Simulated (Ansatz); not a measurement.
## Guessed and relaxed cells of Ga₂SiS

The cell of Ga₂SiS is invented: random cell by space group and Wyckoff sites (P4mm, No. 99). Its size is a rough estimate.

start.cif

```cif
data_structure
_symmetry_space_group_name_H-M 'P 1'
_symmetry_Int_Tables_number 1
_cell_length_a 3.9238
_cell_length_b 3.9238
_cell_length_c 5.5051
_cell_angle_alpha 90.000
_cell_angle_beta 90.000
_cell_angle_gamma 90.000
_cell_volume 84.76
loop_
_atom_site_label
_atom_site_type_symbol
_atom_site_fract_x
_atom_site_fract_y
_atom_site_fract_z
_atom_site_occupancy
Ga1 Ga 0.50000 0.00000 0.00719 1
Ga2 Ga 0.00000 0.50000 0.00719 1
Si1 Si 0.00000 0.00000 0.39426 1
S1 S 0.50000 0.50000 0.22337 1
```

The calculation used Ansatz 0.2.0, DFT PBE, scalar-relativistic, plane waves, PAW. Cutoff 420 eV, Gaussian smearing, Γ-centred meshes. Cell and atoms relax first on a coarse mesh and then on a finer one. In between, the cell is made exact in the group found at 0.06 Å. In metals the finer mesh still leaves noise of several meV/atom or more. The steps can't lower the symmetry of their start. No spin polarisation.

end.cif

```cif
data_structure
_symmetry_space_group_name_H-M 'P 1'
_symmetry_Int_Tables_number 1
_cell_length_a 3.7463
_cell_length_b 3.7463
_cell_length_c 5.3044
_cell_angle_alpha 90.000
_cell_angle_beta 90.000
_cell_angle_gamma 90.000
_cell_volume 74.44
loop_
_atom_site_label
_atom_site_type_symbol
_atom_site_fract_x
_atom_site_fract_y
_atom_site_fract_z
_atom_site_occupancy
Ga1 Ga 0.50000 0.00000 0.50000 1
Ga2 Ga 0.00000 0.50000 0.50000 1
Si1 Si 0.00000 0.00000 0.00000 1
S1 S 0.50000 0.50000 0.00000 1
```

The symmetry goes from P4mm (No. 99) to P4/mmm (No. 123). The volume per atom shrinks by 12.2 %, from 21.2 to 18.6 Å³. The shortest distance goes from 2.29 Å (Ga–S) to 2.65 Å (Si–S and Ga–Ga). The energy falls by about 0.62 eV/atom (the start's value is from the coarse mesh). The end is written in a standard setting, so origin, axes and order of atoms can differ from the start's.

```yaml
Volume_per_atom: 18.61 Å³
Density: 4.45 g/cm³
Energy_over_the_elements: +0.22 eV/atom
Gap_on_the_12×12×10_mesh_of_the_4-atom_cell: 0 eV (a metal)
```

Energies over the elements count from the elements' standard structures at the same level, with no fitted energy shifts. The separate elements lie lower, so it is unstable against them.

The last run used Gaussian smearing of 0.10 eV. The reference form of S is held partly by dispersion forces, which this level lacks. A structure relaxed within its symmetry needn't be a true minimum. In all, the 3 runs took 6.7 min on 1 thread of Intel(R) Xeon(R) Processor @ 2.50GHz (Skylake/Cascade Lake), on a shared host. Another cell of Ga2SiS relaxed alike, in P-4m2, lies 0.47 eV/atom lower, so this cell isn't the stable form at this level.
